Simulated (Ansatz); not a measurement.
W:
```
CELL_PARAMETERS angstrom
     -1.59185     1.59185     1.59185
      1.59185    -1.59185     1.59185
      1.59185     1.59185    -1.59185
ATOMIC_POSITIONS crystal
  W  0.00000 0.00000 0.00000
```

Relaxed with PBE. Special points in fractions of this cell's reciprocal vectors: Γ (0.000, 0.000, 0.000); H (0.500, -0.500, 0.500); N (0.000, 0.000, 0.500); P (0.250, 0.250, 0.250).

**Question.** List the band energies nearest the Fermi level at these points for DFT-PBE in the program Ansatz with PAW potentials.

**Answer.** In eV from the Fermi level; about four levels below and three above (degenerate sets whole), none deeper than 8.9 eV; … stands for higher levels left out; points with the same levels are listed once.

```json
[
 {"k": "Γ", "below": "-1.21 -1.21 -1.21", "above": "2.22 2.22 …"},
 {"k": "H", "below": "-5.70 -5.70", "above": "5.04 5.04 5.04"},
 {"k": "N", "below": "-6.16 -3.49", "above": "0.63 2.10 3.06"},
 {"k": "P", "below": "-2.92 -2.92 -2.92", "above": "3.23 3.23 6.45"}
]
```

Space group Im-3m (bcc (W type)). Symmetry was held in the PBE relaxation. The run is not spin-polarised. Scalar-relativistic: spin–orbit coupling is off unless named, which matters more the heavier the elements.

Potentials: the earlier of the program's two PAW sets.
